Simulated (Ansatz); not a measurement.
A trial structure of Be4Pd was built thus: random cell by space group and Wyckoff sites (Pm-3m, No. 221). Lengths were set from tabulated atomic sizes, so they are only a guess.

```cif
data_structure
_symmetry_space_group_name_H-M 'Pm-3m'
_symmetry_Int_Tables_number 221
_cell_length_a 3.6826
_cell_length_b 3.6826
_cell_length_c 3.6826
_cell_angle_alpha 90.000
_cell_angle_beta 90.000
_cell_angle_gamma 90.000
_cell_volume 49.94
loop_
_atom_site_label
_atom_site_type_symbol
_atom_site_symmetry_multiplicity
_atom_site_Wyckoff_symbol
_atom_site_fract_x
_atom_site_fract_y
_atom_site_fract_z
_atom_site_occupancy
Be1 Be 3 c 0.00000 0.50000 0.50000 1
Be2 Be 1 b 0.50000 0.50000 0.50000 1
Pd1 Pd 1 a 0.00000 0.00000 0.00000 1
```

Level of theory: DFT PBE, scalar-relativistic, plane waves, PAW in Ansatz 0.2.0. Cutoff 420 eV, Gaussian smearing, Γ-centred meshes. Cell and atoms relax first on a coarse mesh and then on a finer one. In between, the cell is made exact in the group found at 0.06 Å. In metals the finer mesh still leaves noise of several meV/atom or more. The steps can't lower the symmetry of their start. No spin polarisation in the relaxation; trial moments died out in a coarse test.

A guess keeps its type if space group and coordination stay and the shape of the cell changes little (axis ratios within about 15 %, angles within 6°); the volume may change.

Question: Does this structure survive the relaxation?

Answer: It keeps its type: symmetry leaves only the cell edge free. The symmetry stays Pm-3m (No. 221). The volume per atom grows by 4.7 %, from 10.0 to 10.5 Å³. The shortest distance goes from 1.84 Å (Be–Be) to 1.87 Å (Be–Be). Counting neighbours within 15 % of an atom's shortest distance, the start has Be 2/6, Pd 12 and the end Be 2/6, Pd 12.

The last run used a 10×10×10 mesh for its 5-atom cell and Gaussian smearing of 0.10 eV. Symmetry constrained the relaxation, so the result can be a saddle point. Another cell of Be4Pd relaxed alike, in P6/mmm, lies 50 meV/atom lower, so this cell isn't the stable form at this level.

In counts of neighbours, a slash parts the counts of unlike sites.
